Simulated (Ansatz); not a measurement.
Mg₃Te: what changed settings do

All trials start from this Ansatz input:

```yaml
crystal:
  lattice:
    - [-2.13936, 2.13936, 5.282488]
    - [2.13936, -2.13936, 5.282488]
    - [2.13936, 2.13936, -5.282488]
  atoms:
    - { symbol: Mg, position: [0.5, 0.5, 0.0] }
    - { symbol: Mg, position: [0.75, 0.25, 0.5] }
    - { symbol: Mg, position: [0.25, 0.75, 0.5] }
    - { symbol: Te, position: [0.0, 0.0, 0.0] }
basis:
  ecutwfc: 420
kpoints:
  mp_grid: { grid: [6, 6, 6] }
hamiltonian:
  xc: pbe
scf:
  occupations: { method: gaussian, width: 0.1 }
output:
  forces: true
  stress: true
  eigenvalues: true
```

Command:

```bash
ansatz run input.yaml --threads 1 --pin off --max-ram 1331MiB --backend cpu --events-out ev --progress --plain --runs-dir out
```

The run converges in 6 SCF iterations on 30 irreducible k-points: pressure 0.15 GPa, no gap. Time: 7 s on 1 thread of Arm Neoverse N1 (shared host), peak memory 0.37 GiB.

These settings were drawn at random to show what each does; none of the numbers is a converged property of the crystal. Each trial's input is given as a difference from the reference's; energies are extrapolated to zero smearing where there is one, and pressure is positive in compression. Charged cells sit in a uniform background, and their pressures hang on that convention.

Trial 1:

```diff
 basis:
+  ecutrho_ratio: 2
 scf:
+  max_iter: 99
```

The run converges in 7 SCF iterations on 30 irreducible k-points: energy 0.11 meV per atom above the reference, pressure 0.14 GPa, no gap. It took 11 s. It warns that the density cutoff lies under the recommended one.

Trial 2:

```diff
 hamiltonian:
-  xc: pbe
+  xc: pbesol
 scf:
+  max_iter: 100
```

The run converges in 6 SCF iterations on 30 irreducible k-points: pressure -1.05 GPa, no gap. It took 7.5 s.

Trial 3 (volume scaled):

```diff
 crystal:
   lattice:
-    - [-2.13936, 2.13936, 5.282488]
-    - [2.13936, -2.13936, 5.282488]
-    - [2.13936, 2.13936, -5.282488]
+    - [-2.3288799838, 2.3288799838, 5.7504489977]
+    - [2.3288799838, -2.3288799838, 5.7504489977]
+    - [2.3288799838, 2.3288799838, -5.7504489977]
   atoms:
-    - { symbol: Te, position: [0.0, 0.0, 0.0] }
+    - { symbol: Te, position: [0.0, 0.0, 0.0], spin: -0.5 }
 basis:
-  ecutwfc: 420
+  ecutwfc: "12 Ha"
 kpoints:
-  mp_grid: { grid: [6, 6, 6] }
+  mp_grid: { grid: [2, 2, 2] }
 hamiltonian:
-  xc: pbe
+  xc: pw92
 scf:
+  lower_state_search: "off"
 output:
+  populations: true
+magnetization:
+  spin_polarized: true
+relax:
+  adjacent_minimum: "off"
+  f_tol: 0.03
+  max_steps: 5
+  cell: { fix: [volume] }
```

It warns that the cutoff lies under the recommended one, 420 eV for these potentials; that the starting moments were lost. The run stops unconverged after 54 SCF iterations:

```text
Error: variable-cell relaxation did not converge after 5 steps: max|allowed force component| = 3.36e-19 eV/Å (threshold 3.0e-2), largest principal stress residual = 5.60e-2 GPa on the free part of the cell (threshold 5.0e-2). Raise `relax.max_steps` over both its present limit and 5 …
```

Next try, with these keys changed back:

```diff
-relax:
-  adjacent_minimum: "off"
-  f_tol: 0.03
-  max_steps: 5
-  cell: { fix: [volume] }
```

The run converges in 18 SCF iterations on 4 irreducible k-points: pressure -5.40 GPa, no gap, cell moment -0.50 μB (the reference has none, and so few k-points can make one). It took 5 s. It warns that the cutoff lies under the recommended one, 420 eV for these potentials.

Trial 4:

```diff
 kpoints:
-  mp_grid: { grid: [6, 6, 6] }
+  mp_grid: { grid: [5, 1, 6] }
 scf:
+  max_iter: 100
```

The run converges in 7 SCF iterations on 16 irreducible k-points: energy 90.3 meV per atom below the reference, pressure -1.03 GPa, largest force 0.236 eV/Å, no gap. It took 4.5 s. It warns that the mesh lowers the symmetry.

Trial 5:

```diff
+total_charge: -0.5
 basis:
+  ecutrho_ratio: 10
 kpoints:
-  mp_grid: { grid: [6, 6, 6] }
+  mp_grid: { grid: [2, 2, 2] }
 scf:
-  occupations: { method: gaussian, width: 0.1 }
+  occupations: { method: gaussian, width: 0.13 }
+  mixing: { ndim: 12, q_tf: 0.88 }
+  initial_density: { chi_scale: 0, normalization: atom }
+  algorithm: direct_min
+  max_iter: 57
```

The run converges in 7 SCF iterations on 4 irreducible k-points: pressure 2.62 GPa (with the neutralising background of the charged cell), no gap. It took 10 s.

Trial 6 (atom left out):

```diff
 crystal:
   atoms:
-    - { symbol: Mg, position: [0.25, 0.75, 0.5] }
 kpoints:
-  mp_grid: { grid: [6, 6, 6] }
+  mp_grid: { grid: [4, 4, 4] }
 hamiltonian:
-  xc: pbe
+  xc: rpbe
+  dispersion: none
 scf:
-  occupations: { method: gaussian, width: 0.1 }
+  occupations: { method: tetrahedron }
+  n_extra_bands: 12
```

The run converges in 8 SCF iterations on 13 irreducible k-points: pressure -1.25 GPa, no gap. It took 6 s. It warns that the printed bands weren't solved further after the SCF; that forces and stress under tetrahedra may miss the energy's slope.

Trial 7:

```diff
 kpoints:
-  mp_grid: { grid: [6, 6, 6] }
+  mp_grid: { grid: [4, 4, 4] }
 hamiltonian:
-  xc: pbe
+  xc: rpbe
 scf:
-  occupations: { method: gaussian, width: 0.1 }
+  occupations: { method: fermi_dirac, width: 0.23 }
+  mixing: { algorithm: msr1 }
+  initial_density: { chi_scale: 0, normalization: atom }
+  max_iter: 77
```

The run converges in 8 SCF iterations on 13 irreducible k-points: pressure 1.56 GPa, no gap. It took 4.5 s.

Trial 8:

```diff
 scf:
+  eigensolver: { kind: lobpcg }
+  max_iter: 52
```

The program refuses the input:

```text
Error: YAML parse error: error: line 19 column 24: unknown variant `lobpcg`, expected one of auto, dense, davidson, support_functions
```

Trial 9:

```diff
 basis:
-  ecutwfc: 420
+  ecutwfc: 170
 kpoints:
+  band_path: { path: [[0, 0, 0], [0.5, 0, 0], [0.5, 0.5, 0.5]], npoints: 4 }
 hamiltonian:
-  xc: pbe
+  xc: mbj
 scf:
-  occupations: { method: gaussian, width: 0.1 }
+  occupations: { method: tetrahedron }
+  mixing: { ndim: 3 }
+  max_iter: 71
```

The program refuses the input:

```text
Error: YAML parse error: error: line 17 column 7: hamiltonian.xc: unknown variant `mbj`, expected one of `lda`, `lda-pw`, `pw92`, `pbe`, `pbesol`, `rpbe`, `revpbe`, `blyp`, `pbe0`, `revpbe0`, `b3lyp`, `b3lyp5`, `hse06`, `wpbeh`, `hiss`, `lc_wpbe`, `cam_b3lyp`, `hf`, `r2scan` …
```

Next try, with these keys changed back:

```diff
 hamiltonian:
-  xc: mbj
+  xc: pbe
```

The run converges in 9 SCF iterations on 30 irreducible k-points: energy 11.06 eV per atom above the reference, pressure -0.48 GPa (unreliable at so low a cutoff), no gap. It took 2.9 s. It warns that the printed bands weren't solved further after the SCF; that the cutoff lies under the recommended one, 420 eV for these potentials; that forces and stress under tetrahedra may miss the energy's slope.

Trial 10:

```diff
 hamiltonian:
+  dispersion: d2
 scf:
+  max_iter: 20
```

The program refuses the input:

```text
Error: YAML parse error: error: line 17 column 15: hamiltonian.dispersion: `d2` is not `none`, `rvv10`, `d3bj`, `d3bjatm`, `d4` or a map `{method: …, s8: …, a1: …, a2_bohr: …}` (numbers without units, a2 in bohr) or `{method: …, functional: …}`
```

Next try, with these keys changed back:

```diff
 hamiltonian:
-  dispersion: d2
```

The run converges in 6 SCF iterations on 30 irreducible k-points: the reference's energy to 0.01 meV per atom, pressure 0.15 GPa, no gap. It took 7.3 s.